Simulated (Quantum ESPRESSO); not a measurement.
# Computed records: AlSi₆As (made-up cell), Si₇N (made-up cell), Ga₃SiCN₃ (made-up cell)

All values are calculated (Quantum ESPRESSO 7.5). Calculation on a made-up crystal cell, not a measurement: periodic Kohn-Sham density functional theory in plane waves with PseudoDojo standard norm-conserving scalar-relativistic pseudopotentials, each functional with its own files (v0.5 for PBE, v0.4.1 for LDA and PBEsol), no spin polarisation, no spin-orbit coupling, atoms not relaxed, stress positive in tension, energies less a fixed whole-eV offset for each atom's element; levels are Kohn-Sham levels at fractions of this cell's reciprocal vectors, counted from the reference band (half the neutral cell's valence electrons, rounded up) at Gamma; error bars cover cutoff and k-mesh only, not smearing or the files; added strain carries the atoms with the cell, and shear is the tensor component; each bar is the largest change over components, and at least 0.002 eV, 0.002 eV per angstrom or 0.02 GPa; energies are for the whole cell, and the offsets were chosen from early runs and are not element reference energies.

Common to all runs: lattice type zincblende/diamond; functional pbe; cutoff 1143 eV; scf tolerance 1e-07 eV; electrons removed 0.

(1) AlSi₆As (made-up cell)

Unstrained structure:
```
cell vectors (Å)
   5.5818     0.0000     0.0000
   0.0000     5.5818     0.0000
   0.0000     0.0000     5.5818
atoms (fractions of the cell vectors)
Si  0.00718 -0.00623 -0.00163
Si  0.00428  0.50760  0.49867
Al  0.49635  0.00093  0.49325
Si  0.49341  0.49914  0.00459
As  0.24669  0.25189  0.24711
Si  0.25015  0.75594  0.74761
Si  0.74368  0.24463  0.74895
Si  0.75279  0.74526  0.24976
```

- fermi dirac smearing: 0.1 eV
- added strain kind: biaxial xx and yy
- added strain: 0.0232
- k mesh: 6 x 6 x 6, shifted by half a step
- structure shown: before the added strain of 0.0232
- free energy less offsets: 1.444 eV
- smearing term minus ts: -0.01328 eV
- scf iterations: 10
- pressure: -3.882 GPa
- stress xx: 4.462 GPa
- stress yy: 4.469 GPa
- stress zz: 2.714 GPa
- stress yz: -0.4097 GPa
- stress xz: 0.1905 GPa
- stress xy: -0.2861 GPa
- fermi level: 0.05047 eV
- reference band: 21
- error bar energy: 0.002 eV
- error bar stress: 0.02 GPa
- error bar force: 0.002 eV/Å
- error bar next band up: 0.002 eV
- error bar fermi level: 0.006933 eV
- error bars from: tighter rerun of a related cell

Atoms:
```csv
atoms element,atom site,atom energy offset (eV)
Si,1,-115
Si,2,-115
Al,3,-64
Si,4,-115
As,5,-2887
Si,6,-115
Si,7,-115
Si,8,-115
```

Forces:
```csv
site,x (eV/Å),y (eV/Å),z (eV/Å)
1,-1.16,-0.07073,-0.4844
2,-0.9035,-0.06057,0.6864
3,0.6305,-0.4145,0.3383
4,0.7949,0.4948,-0.9127
5,-0.2034,0.115,0.03831
6,0.1594,-0.5408,0.2289
7,0.5877,0.4364,0.256
8,0.09396,0.04036,-0.1508
```

Levels:
```csv
level k point,next band up (eV)
Gamma,0.06775
"(1/2,1/2,1/2)",-0.1802
"(0.15,0,0)",0.3271
"(0,0.15,0)",0.4001
"(0,0,0.15)",0.2473
```

(2) Si₇N (made-up cell)

Unstrained structure:
```
cell vectors (Å)
   5.5946    -0.0267    -0.0949
  -0.0267     5.5528    -0.0890
  -0.0949    -0.0890     5.5952
atoms (fractions of the cell vectors)
N  -0.00528 -0.00605 -0.00292
Si -0.00494  0.50296  0.50166
Si  0.49444  0.00265  0.49876
Si  0.50048  0.49904 -0.00230
Si  0.24521  0.24986  0.23997
Si  0.25844  0.74917  0.74800
Si  0.75319  0.25677  0.75051
Si  0.74828  0.74887  0.25344
```

* fermi dirac smearing: 0.1 eV
* added strain kind: shear xy
* added strain: -0.0206
* k mesh: 6 x 6 x 6, shifted by half a step
* structure shown: before the added strain of -0.0206
* free energy less offsets: 3.242 eV
* smearing term minus ts: -0.04247 eV
* scf iterations: 11
* pressure: -10.47 GPa
* stress xx: 10.64 GPa
* stress yy: 10.06 GPa
* stress zz: 10.7 GPa
* stress yz: -1.324 GPa
* stress xz: -1.618 GPa
* stress xy: -2.782 GPa
* fermi level: 0.6926 eV
* reference band: 17
* error bar energy: 0.01339 eV
* error bar stress: 0.02032 GPa
* error bar force: 0.005694 eV/Å
* error bar next band up: 0.002 eV
* error bar fermi level: 0.002487 eV
* error bars from: tighter rerun of a related cell

Atoms:
```csv
atoms element,atom site,atom energy offset (eV)
N,1,-283
Si,2,-115
Si,3,-115
Si,4,-115
Si,5,-115
Si,6,-115
Si,7,-115
Si,8,-115
```

Forces:
```csv
site,x (eV/Å),y (eV/Å),z (eV/Å)
1,0.3708,0.4899,0.4447
2,0.1672,-0.2558,-0.5078
3,0.1443,-0.07071,-0.3759
4,-0.1376,-0.1623,-0.3683
5,-1.183,-1.088,-0.5167
6,-0.6288,0.7249,0.8509
7,0.4745,-0.7836,0.8343
8,0.793,1.146,-0.3612
```

Levels:
```csv
level k point,next band up (eV)
Gamma,1.46
"(1/2,1/2,1/2)",1.523
"(0.15,0,0)",1.557
"(0,0.15,0)",1.534
"(0,0,0.15)",1.579
```

(3) Si₇N (made-up cell)

Structure as in entry 2.

* fermi dirac smearing: 0.1 eV
* added strain kind: shear xy
* added strain: -0.0175
* k mesh: 6 x 6 x 6, shifted by half a step
* structure shown: before the added strain of -0.0175
* free energy less offsets: 3.225 eV
* smearing term minus ts: -0.04234 eV
* scf iterations: 11
* pressure: -10.52 GPa
* stress xx: 10.7 GPa
* stress yy: 10.12 GPa
* stress zz: 10.73 GPa
* stress yz: -1.307 GPa
* stress xz: -1.613 GPa
* stress xy: -2.418 GPa
* fermi level: 0.6925 eV
* reference band: 17
* error bar energy: 0.01339 eV
* error bar stress: 0.02032 GPa
* error bar force: 0.005694 eV/Å
* error bar next band up: 0.002 eV
* error bar fermi level: 0.002487 eV
* error bars from: tighter rerun of a related cell

Atoms:
```csv
atoms element,atom site,atom energy offset (eV)
N,1,-283
Si,2,-115
Si,3,-115
Si,4,-115
Si,5,-115
Si,6,-115
Si,7,-115
Si,8,-115
```

Forces:
```csv
site,x (eV/Å),y (eV/Å),z (eV/Å)
1,0.3748,0.493,0.402
2,0.1781,-0.2559,-0.4686
3,0.1482,-0.06701,-0.3407
4,-0.1306,-0.1554,-0.3043
5,-1.159,-1.061,-0.5298
6,-0.6625,0.7445,0.8209
7,0.4954,-0.8129,0.806
8,0.7559,1.115,-0.3855
```

Levels:
```csv
level k point,next band up (eV)
Gamma,1.465
"(1/2,1/2,1/2)",1.537
"(0.15,0,0)",1.56
"(0,0.15,0)",1.536
"(0,0,0.15)",1.597
```

(4) Si₇N (made-up cell)

Structure as in entry 2.

* fermi dirac smearing: 0.1 eV
* added strain kind: shear xy
* added strain: -0.0082
* k mesh: 6 x 6 x 6, shifted by half a step
* structure shown: before the added strain of -0.0082
* free energy less offsets: 3.19 eV
* smearing term minus ts: -0.04205 eV
* scf iterations: 11
* pressure: -10.62 GPa
* stress xx: 10.83 GPa
* stress yy: 10.24 GPa
* stress zz: 10.8 GPa
* stress yz: -1.262 GPa
* stress xz: -1.601 GPa
* stress xy: -1.331 GPa
* fermi level: 0.6908 eV
* reference band: 17
* error bar energy: 0.01339 eV
* error bar stress: 0.02032 GPa
* error bar force: 0.005694 eV/Å
* error bar next band up: 0.002 eV
* error bar fermi level: 0.002487 eV
* error bars from: tighter rerun of a related cell

Atoms:
```csv
atoms element,atom site,atom energy offset (eV)
N,1,-283
Si,2,-115
Si,3,-115
Si,4,-115
Si,5,-115
Si,6,-115
Si,7,-115
Si,8,-115
```

Forces:
```csv
site,x (eV/Å),y (eV/Å),z (eV/Å)
1,0.3868,0.5027,0.274
2,0.209,-0.2547,-0.3524
3,0.1586,-0.05753,-0.2355
4,-0.1118,-0.1365,-0.1126
5,-1.09,-0.9806,-0.5726
6,-0.7653,0.8062,0.7334
7,0.5624,-0.903,0.7245
8,0.6497,1.023,-0.4587
```

Levels:
```csv
level k point,next band up (eV)
Gamma,1.474
"(1/2,1/2,1/2)",1.575
"(0.15,0,0)",1.564
"(0,0.15,0)",1.537
"(0,0,0.15)",1.644
```

(5) Si₇N (made-up cell)

Structure as in entry 2.

- fermi dirac smearing: 0.1 eV
- added strain kind: shear xy
- added strain: -0.001
- k mesh: 6 x 6 x 6, shifted by half a step
- structure shown: before the added strain of -0.001
- free energy less offsets: 3.177 eV
- smearing term minus ts: -0.0419 eV
- scf iterations: 11
- pressure: -10.67 GPa
- stress xx: 10.89 GPa
- stress yy: 10.29 GPa
- stress zz: 10.82 GPa
- stress yz: -1.226 GPa
- stress xz: -1.592 GPa
- stress xy: -0.4923 GPa
- fermi level: 0.6878 eV
- reference band: 17
- error bar energy: 0.01339 eV
- error bar stress: 0.02032 GPa
- error bar force: 0.005694 eV/Å
- error bar next band up: 0.002 eV
- error bar fermi level: 0.002487 eV
- error bars from: tighter rerun of a related cell

Atoms:
```csv
atoms element,atom site,atom energy offset (eV)
N,1,-283
Si,2,-115
Si,3,-115
Si,4,-115
Si,5,-115
Si,6,-115
Si,7,-115
Si,8,-115
```

Forces:
```csv
site,x (eV/Å),y (eV/Å),z (eV/Å)
1,0.3959,0.5101,0.1753
2,0.2316,-0.2556,-0.2635
3,0.1667,-0.04999,-0.1547
4,-0.09697,-0.1229,0.03588
5,-1.037,-0.9199,-0.6084
6,-0.8461,0.8575,0.6689
7,0.6165,-0.9745,0.6646
8,0.5695,0.9554,-0.5181
```

Levels:
```csv
level k point,next band up (eV)
Gamma,1.478
"(1/2,1/2,1/2)",1.599
"(0.15,0,0)",1.564
"(0,0.15,0)",1.535
"(0,0,0.15)",1.663
```

(6) Si₇N (made-up cell)

Structure as in entry 2.

- fermi dirac smearing: 0.1 eV
- added strain kind: shear xy
- added strain: 0.0057
- k mesh: 6 x 6 x 6, shifted by half a step
- structure shown: before the added strain of 0.0057
- free energy less offsets: 3.175 eV
- smearing term minus ts: -0.04182 eV
- scf iterations: 11
- pressure: -10.68 GPa
- stress xx: 10.91 GPa
- stress yy: 10.31 GPa
- stress zz: 10.83 GPa
- stress yz: -1.192 GPa
- stress xz: -1.586 GPa
- stress xy: 0.2878 GPa
- fermi level: 0.6845 eV
- reference band: 17
- error bar energy: 0.01339 eV
- error bar stress: 0.02032 GPa
- error bar force: 0.005694 eV/Å
- error bar next band up: 0.002 eV
- error bar fermi level: 0.002487 eV
- error bars from: tighter rerun of a related cell

Atoms:
```csv
atoms element,atom site,atom energy offset (eV)
N,1,-283
Si,2,-115
Si,3,-115
Si,4,-115
Si,5,-115
Si,6,-115
Si,7,-115
Si,8,-115
```

Forces:
```csv
site,x (eV/Å),y (eV/Å),z (eV/Å)
1,0.4044,0.5168,0.08302
2,0.2532,-0.2575,-0.1805
3,0.171,-0.04335,-0.07999
4,-0.08463,-0.1111,0.174
5,-0.99,-0.865,-0.6435
6,-0.9229,0.9075,0.6112
7,0.6711,-1.042,0.6113
8,0.4977,0.8944,-0.5756
```

Levels:
```csv
level k point,next band up (eV)
Gamma,1.476
"(1/2,1/2,1/2)",1.617
"(0.15,0,0)",1.562
"(0,0.15,0)",1.531
"(0,0,0.15)",1.663
```

(7) Si₇N (made-up cell)

Structure as in entry 2.

* fermi dirac smearing: 0.1 eV
* added strain kind: shear xy
* added strain: 0.0183
* k mesh: 6 x 6 x 6, shifted by half a step
* structure shown: before the added strain of 0.0183
* free energy less offsets: 3.199 eV
* smearing term minus ts: -0.04181 eV
* scf iterations: 11
* pressure: -10.63 GPa
* stress xx: 10.85 GPa
* stress yy: 10.24 GPa
* stress zz: 10.79 GPa
* stress yz: -1.125 GPa
* stress xz: -1.572 GPa
* stress xy: 1.753 GPa
* fermi level: 0.675 eV
* reference band: 17
* error bar energy: 0.01339 eV
* error bar stress: 0.02032 GPa
* error bar force: 0.005694 eV/Å
* error bar next band up: 0.002 eV
* error bar fermi level: 0.002487 eV
* error bars from: tighter rerun of a related cell

Atoms:
```csv
atoms element,atom site,atom energy offset (eV)
N,1,-283
Si,2,-115
Si,3,-115
Si,4,-115
Si,5,-115
Si,6,-115
Si,7,-115
Si,8,-115
```

Forces:
```csv
site,x (eV/Å),y (eV/Å),z (eV/Å)
1,0.4206,0.5292,-0.09036
2,0.2925,-0.2626,-0.02546
3,0.1806,-0.03189,0.061
4,-0.06233,-0.08895,0.4343
5,-0.9077,-0.7646,-0.7156
6,-1.071,1.007,0.5091
7,0.779,-1.174,0.5164
8,0.3681,0.7854,-0.6893
```

Levels:
```csv
level k point,next band up (eV)
Gamma,1.447
"(1/2,1/2,1/2)",1.64
"(0.15,0,0)",1.55
"(0,0.15,0)",1.516
"(0,0,0.15)",1.612
```

(8) Si₇N (made-up cell)

Structure as in entry 2.

* fermi dirac smearing: 0.1 eV
* added strain kind: shear xy
* added strain: 0.0224
* k mesh: 6 x 6 x 6, shifted by half a step
* structure shown: before the added strain of 0.0224
* free energy less offsets: 3.215 eV
* smearing term minus ts: -0.04185 eV
* scf iterations: 11
* pressure: -10.59 GPa
* stress xx: 10.81 GPa
* stress yy: 10.2 GPa
* stress zz: 10.76 GPa
* stress yz: -1.103 GPa
* stress xz: -1.569 GPa
* stress xy: 2.23 GPa
* fermi level: 0.6709 eV
* reference band: 17
* error bar energy: 0.01339 eV
* error bar stress: 0.02032 GPa
* error bar force: 0.005694 eV/Å
* error bar next band up: 0.002 eV
* error bar fermi level: 0.002487 eV
* error bars from: tighter rerun of this cell

Atoms:
```csv
atoms element,atom site,atom energy offset (eV)
N,1,-283
Si,2,-115
Si,3,-115
Si,4,-115
Si,5,-115
Si,6,-115
Si,7,-115
Si,8,-115
```

Forces:
```csv
site,x (eV/Å),y (eV/Å),z (eV/Å)
1,0.4257,0.5333,-0.147
2,0.3042,-0.2647,0.02478
3,0.1827,-0.02793,0.1073
4,-0.05474,-0.08211,0.5194
5,-0.8818,-0.7335,-0.7406
6,-1.119,1.042,0.4776
7,0.8154,-1.217,0.487
8,0.3278,0.7507,-0.7285
```

Levels:
```csv
level k point,next band up (eV)
Gamma,1.433
"(1/2,1/2,1/2)",1.644
"(0.15,0,0)",1.543
"(0,0.15,0)",1.509
"(0,0,0.15)",1.585
```

(9) Ga₃SiCN₃ (made-up cell)

Unstrained structure:
```
cell vectors (Å)
   4.5471     0.0168    -0.0241
   0.0168     4.5633     0.0556
  -0.0241     0.0556     4.6237
atoms (fractions of the cell vectors)
Ga -0.02487 -0.01583 -0.00982
Ga -0.02624  0.49881  0.50902
Si  0.50403  0.02587  0.51550
Ga  0.48855  0.52767 -0.00196
N   0.24246  0.25743  0.26960
N   0.22341  0.77183  0.75605
C   0.75142  0.27171  0.74931
N   0.76742  0.75169  0.25908
```

* fermi dirac smearing: 0.025 eV
* added strain kind: zz
* added strain: -0.0199
* k mesh: 4 x 4 x 4, shifted by half a step
* structure shown: before the added strain of -0.0199
* free energy less offsets: -2.972 eV
* smearing term minus ts: 0 eV
* scf iterations: 11
* pressure: -0.4486 GPa
* stress xx: 1.888 GPa
* stress yy: 1.307 GPa
* stress zz: -1.849 GPa
* stress yz: 7.572 GPa
* stress xz: 2.112 GPa
* stress xy: 1.22 GPa
* reference band: 31
* error bar energy: 0.003881 eV
* error bar stress: 0.02 GPa
* error bar force: 0.002 eV/Å
* error bar next band up: 0.002 eV
* error bars from: tighter rerun of this cell

Atoms:
```csv
atoms element,atom site,atom energy offset (eV)
Ga,1,-2080
Ga,2,-2080
Si,3,-115
Ga,4,-2080
N,5,-283
N,6,-283
C,7,-163
N,8,-283
```

Forces:
```csv
site,x (eV/Å),y (eV/Å),z (eV/Å)
1,0.5718,2.771,0.97
2,2.826,0.3079,-0.7187
3,-1.273,0.461,-0.6153
4,0.04631,-1.498,0.5233
5,1.711,-1.29,0.2284
6,3.092,0.1156,-2.09
7,-3.351,-2.671,1.021
8,-3.623,1.804,0.6807
```

Levels:
```csv
level k point,next band up (eV)
Gamma,1.355
"(1/2,1/2,1/2)",2.656
"(0.15,0,0)",1.845
"(0,0.15,0)",1.898
"(0,0,0.15)",1.864
```

(10) Ga₃SiCN₃ (made-up cell)

Structure as in entry 9.

* fermi dirac smearing: 0.025 eV
* added strain kind: zz
* added strain: -0.0085
* k mesh: 4 x 4 x 4, shifted by half a step
* structure shown: before the added strain of -0.0085

Atoms:
```csv
atoms element,atom site,atom energy offset (eV)
Ga,1,-2080
Ga,2,-2080
Si,3,-115
Ga,4,-2080
N,5,-283
N,6,-283
C,7,-163
N,8,-283
```

To be estimated
1. What stress xx does the calculation give for Ga₃SiCN₃ (made-up cell) (entry 10)?
2. What pressure does the calculation give for Ga₃SiCN₃ (made-up cell) (entry 10)?
3. What stress xz does the calculation give for Ga₃SiCN₃ (made-up cell) (entry 10)?

Answers
1. 3.23 GPa
2. -2.38 GPa
3. 1.992 GPa

Further results for Ga₃SiCN₃ (made-up cell) (entry 10):

- free energy less offsets: -2.974 eV
- smearing term minus ts: 0 eV
- scf iterations: 11
- stress yy: 2.693 GPa
- stress zz: 1.217 GPa
- stress yz: 7.107 GPa
- stress xy: 1.144 GPa
- reference band: 31
- error bar energy: 0.003881 eV
- error bar stress: 0.02 GPa
- error bar force: 0.002 eV/Å
- error bar next band up: 0.002 eV
- error bars from: tighter rerun of a related cell

Forces:
```csv
site,x (eV/Å),y (eV/Å),z (eV/Å)
1,0.5442,2.665,0.9563
2,2.718,0.3128,-0.7117
3,-1.268,0.4729,-0.5993
4,0.04769,-1.472,0.5087
5,1.687,-1.256,0.2557
6,2.998,0.1178,-2.027
7,-3.248,-2.59,0.9672
8,-3.478,1.749,0.6498
```

Levels:
```csv
level k point,next band up (eV)
Gamma,1.298
"(1/2,1/2,1/2)",2.572
"(0.15,0,0)",1.802
"(0,0.15,0)",1.864
"(0,0,0.15)",1.815
```
